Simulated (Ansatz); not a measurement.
ZrGeS (space group P4/nmm)

```
ZrGeS
1.0
    3.60190     0.00000     0.00000
    0.00000     3.60190     0.00000
    0.00000     0.00000     7.98791
Zr Ge S
2 2 2
Direct
  0.00000   0.50000   0.72348
  0.50000   0.00000   0.27652
  0.50000   0.50000   0.00000
  0.00000   0.00000   0.00000
  0.00000   0.50000   0.37969
  0.50000   0.00000   0.62031
```

The volume is varied about the relaxed value V₀ at fixed cell shape. The atoms relax within the cell's symmetry.

Computed with PBEsol (plane waves to 420 eV, PAW, scalar-relativistic; Ansatz, a program for electronic structure). k mesh 13×13×6 (Γ-centred), Fermi-Dirac smearing 0.05 eV. The energy includes the smearing's −TS. Compression counts positive. With the shape held, the modulus is that of even scaling; a crystal free to change shape is softer. ZrGeS is run without spin polarisation. ZrGeS was relaxed with its symmetry unable to fall. ΔE is measured from the relaxed starting cell. The last digit holds for this mesh only.

```csv
V (Å³/atom),ΔE (meV/atom)
15.545,85.8
15.977,45.9
16.409,19.4
16.840,withheld
17.272,0.0
17.704,4.3
18.136,16.3
18.568,35.1
18.999,59.8
```

Fit a third-order Birch-Murnaghan form (E₀, V₀, B₀, B₀′ free) to the given rows and predict ΔE at V = 16.840.

Least squares on the 8 given rows: ΔE = E₀ + (9V₀B₀/16)·y²·[2 + (B₀′ − 4)y], y = (V₀/V)^(2/3) − 1, with V₀ = 17.271 Å³/atom, B₀ = 131.7 GPa (160.2 GPa = 1 eV/Å³; the term in eV is multiplied by 1000), B₀′ = 4.44, E₀ = 0.01 meV/atom; root-mean-square residual 0.01 meV/atom. At 16.840 the fit gives 4.6 meV/atom; the calculation gives 4.6 meV/atom, the same to the digits shown. For the pressure the fit gives 3.5 GPa against the computed 3.5 GPa.

(A scan under strain: stresses follow from slopes of the energy per volume, elastic moduli from its curvatures.)
